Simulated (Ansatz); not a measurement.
Method: PBE, with U_eff = 1.97 eV on Cu d, V = 1.26 eV between Cu d and N p within 3.339 Å (all-electron-ortho-atomic projectors), collinear spin; PAW, plane waves to 420 eV, 6×6×6 Γ-centred mesh, methfessel-paxton occupations (width 0.1562 eV) (Ansatz 0.2.0), atoms fixed.

Computed maps in the lattice plane spanned by b (left to right, 4.75 Å, 14 points from zero) and c (bottom to top, 4.75 Å, 14 points from zero), 60° apart, at height 0.625 along a. The fields are smooth PAW ones with compensation charges, not the true ones near nuclei.

Valence density. Digits on a logarithmic scale: 0 up to 0.03 e/Å³, each further digit a factor of 1.6, 9 from 1.3 e/Å³ up:
```
54444445678765
66544456666666
99855579986567
99996589999668
99998679999867
99999669999966
69999656999965
45787665678754
44455666665544
44444579986544
44444589999544
44444479999854
44444459999964
44444446999965
```

**Question.** The cell is Cu4AgN. Which atoms lie within 0.2 Å of this plane, and where (fractions of b and c)?

**Answer.** Cu at (0.62, 0.62), Cu at (0.62, 0.12), Cu at (0.12, 0.62). The whole cell:
```xyz
6
Lattice="0.0000 3.3559 3.3559 3.3559 0.0000 3.3559 3.3559 3.3559 0.0000" Properties=species:S:1:pos:R:3 pbc="T T T"
Cu    4.1949    4.1949    4.1949
Cu    4.1949    2.5170    2.5170
Cu    2.5170    2.5170    4.1949
Cu    2.5170    4.1949    2.5170
Ag    0.0000    0.0000    0.0000
N     1.6780    1.6780    1.6780
```

The state carries no moments; the state need not be the lowest.

Origin: a known structure type with other elements, at an estimated volume, so it need not be a known compound. Caveats: the input typed no starting moments; wide smearing.
